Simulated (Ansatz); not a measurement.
All-electron LAPW in Ansatz 0.2.0 under PBE, scalar-relativistic, energies extrapolated to zero smearing. Slabs are 1×1 cells cut from bulk crystals relaxed on PAW files, with atoms then relaxed, 16 to 20 Å of vacuum, a dipole correction, k spacings of 0.16 to 0.26 Å⁻¹ and smearing of 0.02 to 0.1 eV, without spin–orbit coupling; Cr, Mn, Fe, Co, Ni, Eu and Gd start ferromagnetic, the others run without spin. The bulk type named needn't be the stable one, and no reconstruction is allowed.

Question: Order these slabs by surface energy, lowest first.
A. fcc Pb (111), 5 layers
B. bcc Fe (111), 4 layers
C. fcc Yb (111), 4 layers

Answer: A (0.31 J/m²), C (0.60 J/m²), B (2.54 J/m²).
